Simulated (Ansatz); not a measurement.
Ba2PdO3:
```yaml
crystal:
  lattice:
    - [-1.92363, 2.05073, 6.65669]
    - [1.92363, -2.05073, 6.65669]
    - [1.92363, 2.05073, -6.65669]
  atoms:
    - { symbol: Ba, position: [0.64539, 0.64539, 0.00000] }
    - { symbol: Ba, position: [0.35461, 0.35461, 0.00000] }
    - { symbol: Pd, position: [0.00000, 0.00000, 0.00000] }
    - { symbol: O, position: [0.50000, 0.00000, 0.50000] }
    - { symbol: O, position: [0.84541, 0.84541, 0.00000] }
    - { symbol: O, position: [0.15459, 0.15459, 0.00000] }
```

Relaxed with r²SCAN.

Question: Map the valence electron density (e/Å³), cut off at 1 on the plane through (0.645, 0.645, 0.000) spanned by u = [1, 1, 0] and v = [1, -1, 0] in lattice vectors, from r²SCAN (plane waves, PAW; program Ansatz).

Answer: x is the fraction of u, y of v (the angle between them is 90°; rows are the nearest grid lines); atoms in the plane: Ba at (0.00, 0.00), Ba at (0.50, 0.50), Ba at (0.21, 0.50), Ba at (0.71, 0.00), Pd at (0.35, 0.00), Pd at (0.85, 0.50), O at (0.20, 0.00), O at (0.70, 0.50), O at (0.01, 0.50), O at (0.51, 0.00).
```
y \ x   0.000  0.100  0.175  0.275  0.375  0.450  0.550  0.625  0.725  0.825  0.900   1.00
------  -----  -----  -----  -----  -----  -----  -----  -----  -----  -----  -----  -----
1.00    0.186  0.261   1.00  0.692   1.00  0.976   1.00  0.510  0.384  0.093  0.213  0.186
0.929   0.899  0.204   1.00  0.504   1.00  0.640   1.00  0.388   1.00  0.085  0.171  0.899
0.857    1.00  0.106  0.574  0.227   1.00  0.247  0.369  0.179   1.00  0.079  0.108   1.00
0.786   0.371  0.051  0.164  0.105  0.248  0.109  0.125  0.069  0.340  0.101  0.094  0.371
0.679   0.326  0.067  0.550  0.218  0.085  0.359  0.367  0.081  0.271  0.460  0.312  0.326
0.607    1.00  0.135   1.00  0.632  0.066   1.00   1.00  0.179   1.00   1.00   1.00   1.00
0.536    1.00  0.212   1.00   1.00  0.063   1.00   1.00  0.302   1.00   1.00   1.00   1.00
0.464    1.00  0.212   1.00   1.00  0.063   1.00   1.00  0.302   1.00   1.00   1.00   1.00
0.393    1.00  0.135   1.00  0.632  0.066   1.00   1.00  0.179   1.00   1.00   1.00   1.00
0.321   0.326  0.067  0.550  0.218  0.085  0.359  0.367  0.081  0.271  0.460  0.312  0.326
0.214   0.371  0.051  0.164  0.105  0.248  0.109  0.125  0.069  0.340  0.101  0.094  0.371
0.143    1.00  0.106  0.574  0.227   1.00  0.247  0.369  0.179   1.00  0.079  0.108   1.00
0.0714  0.899  0.204   1.00  0.504   1.00  0.640   1.00  0.388   1.00  0.085  0.171  0.899
0.000   0.186  0.261   1.00  0.692   1.00  0.976   1.00  0.510  0.384  0.093  0.213  0.186
```

The density is the valence pseudo-density with augmentation charge, so density and ELF within about 1 Å of a nucleus are not all-electron values.

Space group Immm. The workflow started from an entry of the Crystallography Open Database (COD). Its standing as an ambient phase is unchecked. The cell was relaxed with r²SCAN under the symmetry of its start; its stability against distortions is not shown here. The run is not spin-polarised. Spin–orbit coupling is left out wherever it is not named.

Potentials: the later of the program's two PAW sets.
